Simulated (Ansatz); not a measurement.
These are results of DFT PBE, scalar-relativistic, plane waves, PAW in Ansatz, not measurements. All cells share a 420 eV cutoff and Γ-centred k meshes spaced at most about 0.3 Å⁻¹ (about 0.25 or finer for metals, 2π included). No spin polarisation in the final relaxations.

Temperature and zero-point effects are left out.

Two forms of ZnCd₃SO were relaxed alike.

A. Space group P4/mmm (No. 123), tetragonal, a = 5.367 Å, c = 4.800 Å. Zn is surrounded by 2 Cd at 2.40 Å and 4 Cd at 2.68 Å; Cd on a site of symmetry mmm has 2 S at 2.68 Å and 2 Zn at 2.68 Å; around Cd on a site of symmetry 4/mmm lie 2 Zn at 2.40 Å; S has 2 O at 2.40 Å and 4 Cd at 2.68 Å; around O lie 2 S at 2.40 Å (long against covalent radii, as for large ions).

B. Space group P4/mmm (No. 123), tetragonal, a = 6.084 Å, c = 4.219 Å. Zn has 2 S at 2.11 Å and 4 Cd at 3.04 Å; around Cd on a site of symmetry mmm lie 2 Cd at 3.04 Å and 2 Zn at 3.04 Å; Cd on a site of symmetry 4/mmm is surrounded by 2 O at 2.11 Å and 4 Cd at 3.04 Å; S has 2 Zn at 2.11 Å; O is surrounded by 2 Cd at 2.11 Å.

Question: Which is lower in energy, and by how much?

Answer: B is lower, by 0.36 eV/atom. A has space group P4/mmm (No. 123), 23.0 Å³/atom and no gap on its mesh; B has space group P4/mmm (No. 123), 26.0 Å³/atom and no gap. Counting O or S atoms around Cd and Zn (for each partner element, those within 1.25 times its shortest distance or 1.15 times the sum of covalent radii, where it is the nearest in units of that sum or under 1.3; the shortest distance is added where it exceeds 1.18 times the sum of covalent radii; a slash parts the counts of unlike sites), A has Zn 4 from 3.8 Å, Cd 2/8 from 4.5 Å and B has Zn 2, Cd 2/4 from 3.7 Å. The lower one is the more open, so pressure narrows the difference. Even the lower one lies +0.05 eV/atom against the reference forms of the elements (uncorrected), a margin that errors in the energy of the gaseous reference can exceed. Both come from invented guesses.

The zero gap of P4/mmm at 26.0 Å³/atom may come from the functional, which often closes small gaps, or the cell may be a true semimetal. A magnetic state wasn't ruled out in cells without spin, among them P4/mmm at 26.0 Å³/atom. Cells relaxed within their symmetry can be saddle points.
